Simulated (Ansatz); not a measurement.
WS2:
```
WS2
1.0
    3.17171     0.00000     0.00000
   -1.58585     2.74678     0.00000
    0.00000     0.00000    12.55165
W S
2 4
Direct
  0.33333   0.66667   0.25000
  0.66667   0.33333   0.75000
  0.33333   0.66667   0.62567
  0.66667   0.33333   0.12567
  0.66667   0.33333   0.37433
  0.33333   0.66667   0.87433
```

x, y and z are the axes in which the lattice vectors are written.

### Question
Give the high-frequency dielectric tensor and the Born effective charge tensors of the independent atoms from DFPT, r²SCAN+D4 (plane waves, PAW; program Ansatz).

### Answer

ε∞:
```
13.2  0.00  0.00
0.00  13.2  0.00
0.00  0.00  5.31
```
Z* of atom 1 (W), rows: field, columns: displacement, in e:
```
-0.41   0.00   0.00
 0.00  -0.41   0.00
 0.00   0.00  -0.32
```
Z* of atom 3 (S), rows: field, columns: displacement, in e:
```
0.21  0.00  0.00
0.00  0.21  0.00
0.00  0.00  0.16
```

Static charges for comparison (Bader): W1 +1.46, S3 -0.73 e. Born charges measure polarisation by displacement and can exceed these by far.

Space group P6_3/mmc. The r²SCAN+D4 relaxation kept the symmetry of its start; of distortions, only those at the zone centre were tested. No spin polarisation was allowed. Scalar-relativistic: spin–orbit coupling is off unless named, which matters more the heavier the elements.

Potentials: the later of the program's two PAW sets.
